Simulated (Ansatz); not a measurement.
The relaxed structure here is a generated cell of TiTe2: the first start was made by placing the elements on the sites of a structure type, and the end was not matched to a known phase here, so it may be hypothetical. Known forms of TiTe2 include space group No. 164.

One starting cell of TiTe₂ (a generated cell, TiTe2 built in the AFLOW prototype A2B_hP9_189_fg_bc (C22, as in Fe2P)) was relaxed twice with Ansatz (plane waves, PAW, scalar-relativistic): with r2SCAN at 500 eV and with PBE at 420 eV. The r2SCAN result:

```
TiTe2
1.0
    7.90975     0.00000     0.00000
   -3.95488     6.85005     0.00000
    0.00000     0.00000     3.85532
Te Ti
6 3
Direct
  0.27074   0.27074   0.00000
  0.72926   0.00000   0.00000
  0.00000   0.72926   0.00000
  0.60945   0.60945   0.50000
  0.39055   0.00000   0.50000
  0.00000   0.39055   0.50000
  0.00000   0.00000   0.50000
  0.66667   0.33333   0.00000
  0.33333   0.66667   0.00000
```

| quantity | r2SCAN | PBE |
|---|---|---|
| space group | P-62m | P-62m |
| volume (Å³/atom) | 23.21 | [?] |
| a (Å) | 7.910 | [?] |
| c (Å) | 3.855 | [?] |
| gap (eV, no spin-orbit coupling) | 0.02 | [?] |

**Question.** What does PBE give for the same quantities?

**Answer.** 
- volume (Å³/atom), PBE: 23.16
- a (Å), PBE: 7.968
- c (Å), PBE: 3.790
- gap (eV, no spin-orbit coupling), PBE: 0.00

Both levels end in the same structure; PBE's volume is within 0.5 % of r2SCAN's; its gap is the same within 0.05 eV. Neither column is exact.

No spin polarisation in the result. Without spin-orbit coupling the bands of the heavy element are not split, so the gap can be far off.

The run could not lose the symmetry of its start; a randomly shaken copy of 9 atoms returns to this structure.

Ansatz is a first-principles code.
